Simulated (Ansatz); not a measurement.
CuTe from its elements: all-electron against pseudopotential results

```xyz
4
Lattice="3.1769 0.0000 0.0000 0.0000 3.9662 0.0000 0.0000 0.0000 6.9825" Properties=species:S:1:pos:R:3 pbc="T T T"
Cu    0.0000    1.9831    3.2283
Cu    1.5884    0.0000    3.7542
Te    0.0000    0.0000    1.5787
Te    1.5884    1.9831    5.4038
```

The cell comes from a relaxation on PAW files under the same functional, begun from a database entry that needn't be the ground state.

All numbers are PBEsol results (scalar-relativistic) from Ansatz 0.2.0, with a Γ-centred 11×9×5 k mesh, Fermi–Dirac smearing of 0.05 eV, no spin polarisation. Methods: LAPW: all electrons, basis error target 0.5 meV/atom; PAW: frozen-core files, cutoff 420 eV; crystal datasets: all electrons, by PAW datasets that the program makes for each cell.

The elements are taken as Cu fcc, Te trigonal Te, each relaxed on PAW files under the same functional and computed by the same method as the compound; zero-point and thermal terms are left out. The functional lacks long-range dispersion, which matters for the layered or molecular reference states.

Spin–orbit coupling is left out, which matters for the heavy atoms. The PAW files were made under PBE.

(1) Give the formation energy by each method, with the residual pressure at this cell and the LAPW gap.

(2) Give the LAPW value for one formula unit in kJ/mol.

Results:

(1) 

```
          method  ΔE(formation) (eV/atom)  P at this cell (GPa)  gap (eV)
            LAPW                   -0.047                 -0.02      0.00
             PAW                   -0.047                 -0.02         –
crystal datasets                   -0.047                 -0.02         –
```

(2) -0.047 eV/atom × 2 atoms × 96.485 kJ/(mol·eV) = -9.1 kJ/mol, at zero temperature and without zero-point motion.
